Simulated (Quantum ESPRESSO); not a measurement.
# Ti2TaO5F3: one run as intended and one with a planted mistake

Simulated, not a measurement. The program is pw.x of Quantum ESPRESSO 7.5 (plane-wave density functional theory). The cell is made up: 11 atoms on a fluorite lattice with one site empty, with randomly drawn elements, strain and displacements, not relaxed. PseudoDojo standard norm-conserving files (v0.5 for PBE, v0.4.1 for LDA and PBEsol) set the functional; there is no spin polarisation, spin-orbit coupling or dispersion term, and the masses in the input are unused placeholders.

Intended input:

```
&control calculation='scf', pseudo_dir='./dojo.nc.sr.pbe.v0_5.standard.upf', outdir='./o', disk_io='low', tprnfor=.true., tstress=.true. /
&system ibrav=0, nat=11, ntyp=4, nbnd=50, ecutwfc=84.00895049, nosym=.true., tot_charge=0,
 occupations='smearing', smearing='fd', degauss=0.0018374661
/
&electrons conv_thr=7.350e-09, electron_maxstep=60, /
ATOMIC_SPECIES
F 1.0 F.upf
O 1.0 O.upf
Ta 1.0 Ta.upf
Ti 1.0 Ti.upf
CELL_PARAMETERS angstrom
4.8495 0.0 0.0
0.0 4.8495 0.0
0.0 0.0 4.8495
ATOMIC_POSITIONS angstrom
Ti 0.0393 0.0222 -0.0124
Ta 0.0446 2.4594 2.3556
Ti 2.3987 0.0393 2.487
O 1.1864 1.1335 1.1738
O 1.1905 1.2198 3.5869
O 1.1832 3.6628 1.2598
F 1.2368 3.6144 3.6049
F 3.622 1.1985 1.237
F 3.608 1.2168 3.6209
O 3.5766 3.6479 1.157
O 3.6452 3.649 3.6288
K_POINTS automatic
5 5 5 1 1 1
```

The log is shortened where brackets say so; the opening notice, blank lines, dates and the lines on written files are dropped, and the path of the files is cut. It prints rydbergs, bohrs and kilobars, and counts compression as positive stress. Where no state is partly filled, the Fermi energy that it prints is only some level between the filled and the empty states on the mesh, and need not lie in the true gap.

Log of the intended run:

```
     Program PWSCF v.7.5
     Parallel version (MPI & OpenMP), running on       4 processor cores
     Number of MPI processes:                 4
     Threads/MPI process:                     1
     [start-up lines left out]
     bravais-lattice index     =            0
     lattice parameter (alat)  =       9.1642  a.u.
     unit-cell volume          =     769.6398 (a.u.)^3
     number of atoms/cell      =           11
     number of atomic types    =            4
     number of electrons       =        88.00
     number of Kohn-Sham states=           50
     kinetic-energy cutoff     =      84.0090  Ry
     charge density cutoff     =     336.0358  Ry
     scf convergence threshold =      7.3E-09
     mixing beta               =       0.7000
     number of iterations used =            8  plain     mixing
     Exchange-correlation= PBE
                           (   1   4   3   4   0   0   0)
     [axes and pseudopotential details left out]
   Cartesian axes
     site n.     atom                  positions (alat units)
         1        Ti     tau(   1) = (   0.0081039   0.0045778  -0.0025570  )
         2        Ta     tau(   2) = (   0.0091968   0.5071451   0.4857408  )
         3        Ti     tau(   3) = (   0.4946283   0.0081039   0.5128364  )
         4        O      tau(   4) = (   0.2446438   0.2337354   0.2420456  )
         5        O      tau(   5) = (   0.2454892   0.2515311   0.7396433  )
         6        O      tau(   6) = (   0.2439839   0.7552944   0.2597794  )
         7        F      tau(   7) = (   0.2550366   0.7453139   0.7433550  )
         8        F      tau(   8) = (   0.7468811   0.2471389   0.2550778  )
         9        F      tau(   9) = (   0.7439942   0.2509125   0.7466543  )
        10        O      tau(  10) = (   0.7375193   0.7522219   0.2385813  )
        11        O      tau(  11) = (   0.7516651   0.7524487   0.7482833  )
     number of k points=    63  Fermi-Dirac smearing, width (Ry)=  0.0018
                       cart. coord. in units 2pi/alat
        k(    1) = (   0.1000000   0.1000000   0.1000000), wk =   0.0320000
        k(    2) = (   0.1000000   0.1000000   0.3000000), wk =   0.0320000
     [further k points left out]
     Dense  grid:    80173 G-vectors     FFT dimensions: (  54,  54,  54)
     Estimated max dynamical RAM per process >     252.80 MB
     Estimated total dynamical RAM >     952.47 MB
     Initial potential from superposition of free atoms
     starting charge      87.9959, renormalised to      88.0000
     Starting wfcs are   62 randomized atomic wfcs
     total cpu time spent up to now is        7.1 secs
     per-process dynamical memory:   194.1 Mb
     Self-consistent Calculation
     iteration #  1     ecut=    84.01 Ry     beta= 0.70
     Davidson diagonalization with overlap
     ethr =  1.00E-02,  avg # of iterations =  2.0
     total cpu time spent up to now is       19.7 secs
     total energy              =    -678.94626759 Ry
     estimated scf accuracy    <       4.97302626 Ry
     iteration #  2     ecut=    84.01 Ry     beta= 0.70
     Davidson diagonalization with overlap
     ethr =  5.65E-03,  avg # of iterations =  9.1
     total cpu time spent up to now is       44.4 secs
     total energy              =    -671.50685299 Ry
     estimated scf accuracy    <      86.58092406 Ry
     [iterations 3 to 21 left out]
     iteration # 22     ecut=    84.01 Ry     beta= 0.70
     Davidson diagonalization with overlap
     ethr =  3.74E-11,  avg # of iterations =  5.5
     total cpu time spent up to now is      336.9 secs
     total energy              =    -681.70352062 Ry
     estimated scf accuracy    <       0.00000002 Ry
     iteration # 23     ecut=    84.01 Ry     beta= 0.70
     Davidson diagonalization with overlap
     ethr =  1.72E-11,  avg # of iterations =  1.1
     total cpu time spent up to now is      348.9 secs
     End of self-consistent calculation
     [lines on levels left out]
     the Fermi energy is    10.6064 ev
!    total energy              =    -681.70352061 Ry
     estimated scf accuracy    <          4.4E-09 Ry
     smearing contrib. (-TS)   =      -0.00000000 Ry
     internal energy E=F+TS    =    -681.70352061 Ry
     The total energy is F=E-TS. E is the sum of the following terms:
     one-electron contribution =    -215.17223261 Ry
     hartree contribution      =     155.30775311 Ry
     xc contribution           =    -139.25067377 Ry
     ewald contribution        =    -482.58836734 Ry
     convergence has been achieved in  23 iterations
     Forces acting on atoms (cartesian axes, Ry/au):
     atom    1 type  4   force =     0.01925684   -0.06897137    0.08158538
     atom    2 type  3   force =     0.01341753    0.09460088   -0.08224286
     atom    3 type  4   force =    -0.02005605   -0.07368308   -0.05316210
     atom    4 type  2   force =    -0.04944385    0.00698819    0.01732624
     atom    5 type  2   force =    -0.04210170   -0.04082770   -0.02986848
     atom    6 type  2   force =    -0.04537402   -0.01179044    0.03528520
     atom    7 type  1   force =    -0.00053586    0.01261693    0.03289902
     atom    8 type  1   force =     0.00578331    0.01155299    0.01013815
     atom    9 type  1   force =     0.00482657    0.00296392    0.00449376
     atom   10 type  2   force =     0.05681726    0.02824639    0.04235091
     atom   11 type  2   force =     0.05740997    0.03830330   -0.05880523
     Total force =     0.250015     Total SCF correction =     0.000163
     Computing stress (Cartesian axis) and pressure
          total   stress  (Ry/bohr**3)                   (kbar)     P=      -11.82
  -0.00018310   0.00058377  -0.00008888          -26.94       85.88      -13.07
   0.00058377  -0.00005176   0.00017726           85.88       -7.61       26.08
  -0.00008888   0.00017726  -0.00000615          -13.07       26.08       -0.91
     init_run     :      6.56s CPU      6.81s WALL (       1 calls)
     electrons    :    340.76s CPU    341.83s WALL (       1 calls)
     forces       :      2.78s CPU      2.80s WALL (       1 calls)
     stress       :      9.61s CPU      9.62s WALL (       1 calls)
     [timing details left out]
     PWSCF        :   6m 0.04s CPU   6m 1.46s WALL
     JOB DONE.
```

A second run has one planted mistake: the self-consistency threshold is too loose. The input lines that differ, file-writing options aside:

```
- &electrons conv_thr=7.350e-09, electron_maxstep=60, /
+ &electrons conv_thr=3.675e-03, electron_maxstep=60, /
```

Its log:

```
     Program PWSCF v.7.5
     Parallel version (MPI & OpenMP), running on       4 processor cores
     Number of MPI processes:                 4
     Threads/MPI process:                     1
     [start-up lines left out]
     bravais-lattice index     =            0
     lattice parameter (alat)  =       9.1642  a.u.
     unit-cell volume          =     769.6398 (a.u.)^3
     number of atoms/cell      =           11
     number of atomic types    =            4
     number of electrons       =        88.00
     number of Kohn-Sham states=           50
     kinetic-energy cutoff     =      84.0090  Ry
     charge density cutoff     =     336.0358  Ry
     scf convergence threshold =      3.7E-03
     mixing beta               =       0.7000
     number of iterations used =            8  plain     mixing
     Exchange-correlation= PBE
                           (   1   4   3   4   0   0   0)
     [axes and pseudopotential details left out]
   Cartesian axes
     site n.     atom                  positions (alat units)
         1        Ti     tau(   1) = (   0.0081039   0.0045778  -0.0025570  )
         2        Ta     tau(   2) = (   0.0091968   0.5071451   0.4857408  )
         3        Ti     tau(   3) = (   0.4946283   0.0081039   0.5128364  )
         4        O      tau(   4) = (   0.2446438   0.2337354   0.2420456  )
         5        O      tau(   5) = (   0.2454892   0.2515311   0.7396433  )
         6        O      tau(   6) = (   0.2439839   0.7552944   0.2597794  )
         7        F      tau(   7) = (   0.2550366   0.7453139   0.7433550  )
         8        F      tau(   8) = (   0.7468811   0.2471389   0.2550778  )
         9        F      tau(   9) = (   0.7439942   0.2509125   0.7466543  )
        10        O      tau(  10) = (   0.7375193   0.7522219   0.2385813  )
        11        O      tau(  11) = (   0.7516651   0.7524487   0.7482833  )
     number of k points=    63  Fermi-Dirac smearing, width (Ry)=  0.0018
                       cart. coord. in units 2pi/alat
        k(    1) = (   0.1000000   0.1000000   0.1000000), wk =   0.0320000
        k(    2) = (   0.1000000   0.1000000   0.3000000), wk =   0.0320000
     [further k points left out]
     Dense  grid:    80173 G-vectors     FFT dimensions: (  54,  54,  54)
     Estimated max dynamical RAM per process >     252.80 MB
     Estimated total dynamical RAM >     952.47 MB
     Initial potential from superposition of free atoms
     starting charge      87.9959, renormalised to      88.0000
     Starting wfcs are   62 randomized atomic wfcs
     total cpu time spent up to now is        7.7 secs
     per-process dynamical memory:   194.1 Mb
     Self-consistent Calculation
     iteration #  1     ecut=    84.01 Ry     beta= 0.70
     Davidson diagonalization with overlap
     ethr =  1.00E-02,  avg # of iterations =  2.0
     total cpu time spent up to now is       22.5 secs
     total energy              =    -678.94626759 Ry
     estimated scf accuracy    <       4.97302626 Ry
     iteration #  2     ecut=    84.01 Ry     beta= 0.70
     Davidson diagonalization with overlap
     ethr =  5.65E-03,  avg # of iterations =  9.1
     total cpu time spent up to now is       49.7 secs
     total energy              =    -671.50685299 Ry
     estimated scf accuracy    <      86.58092406 Ry
     [iterations 3 to 9 left out]
     iteration # 10     ecut=    84.01 Ry     beta= 0.70
     Davidson diagonalization with overlap
     ethr =  6.22E-05,  avg # of iterations =  1.7
     total cpu time spent up to now is      181.8 secs
     total energy              =    -681.70080861 Ry
     estimated scf accuracy    <       0.01273823 Ry
     iteration # 11     ecut=    84.01 Ry     beta= 0.70
     Davidson diagonalization with overlap
     c_bands:  1 eigenvalues not converged
     ethr =  1.45E-05,  avg # of iterations =  8.3
     total cpu time spent up to now is      200.6 secs
     End of self-consistent calculation
     [lines on levels left out]
     the Fermi energy is    10.6190 ev
!    total energy              =    -681.70300632 Ry
     estimated scf accuracy    <       0.00069687 Ry
     smearing contrib. (-TS)   =      -0.00000000 Ry
     internal energy E=F+TS    =    -681.70300632 Ry
     The total energy is F=E-TS. E is the sum of the following terms:
     one-electron contribution =    -215.08123648 Ry
     hartree contribution      =     155.18890670 Ry
     xc contribution           =    -139.22230919 Ry
     ewald contribution        =    -482.58836734 Ry
     convergence has been achieved in  11 iterations
     Forces acting on atoms (cartesian axes, Ry/au):
     atom    1 type  4   force =     0.01930214   -0.06819581    0.08122177
     atom    2 type  3   force =     0.01288952    0.09302241   -0.08073870
     atom    3 type  4   force =    -0.01958192   -0.07227996   -0.05207481
     atom    4 type  2   force =    -0.05002498    0.00647268    0.01633483
     atom    5 type  2   force =    -0.04269416   -0.04110614   -0.02907099
     atom    6 type  2   force =    -0.04539523   -0.01160575    0.03339497
     atom    7 type  1   force =    -0.00026034    0.01299568    0.03276946
     atom    8 type  1   force =     0.00560597    0.01115346    0.01003523
     atom    9 type  1   force =     0.00424788    0.00244743    0.00398599
     atom   10 type  2   force =     0.05739177    0.02877392    0.04157051
     atom   11 type  2   force =     0.05851935    0.03832208   -0.05742826
     Total force =     0.247664     Total SCF correction =     0.083196
     SCF correction compared to forces is large: reduce conv_thr to get better values
     Computing stress (Cartesian axis) and pressure
          total   stress  (Ry/bohr**3)                   (kbar)     P=      -32.55
  -0.00030108   0.00057953  -0.00008957          -44.29       85.25      -13.18
   0.00057953  -0.00018337   0.00018018           85.25      -26.97       26.51
  -0.00008957   0.00018018  -0.00017945          -13.18       26.51      -26.40
     init_run     :      6.95s CPU      7.24s WALL (       1 calls)
     electrons    :    192.07s CPU    192.94s WALL (       1 calls)
     forces       :      2.64s CPU      2.65s WALL (       1 calls)
     stress       :     10.11s CPU     10.12s WALL (       1 calls)
     [timing details left out]
     PWSCF        :   3m32.29s CPU   3m33.53s WALL
     JOB DONE.
```

|  | intended run | run with the mistake |
| --- | --- | --- |
| free energy (eV) | -9275.049 | -9275.042 |
| smearing term -TS (eV) | 0.0000 | 0.0000 |
| pressure (GPa) | -1.18 | -3.26 |
| largest force component (eV/Å) | 2.432 | 2.392 |
| largest change of a force component (eV/Å) |  | 0.049 |
| iterations | 23 | 11 |

For scale, a rerun of the intended cell at 1437 eV and a 7 x 7 x 7 mesh moved values by no more than 0.003 eV in energy, 0.06 GPa in stress and 0.007 eV/Å in force.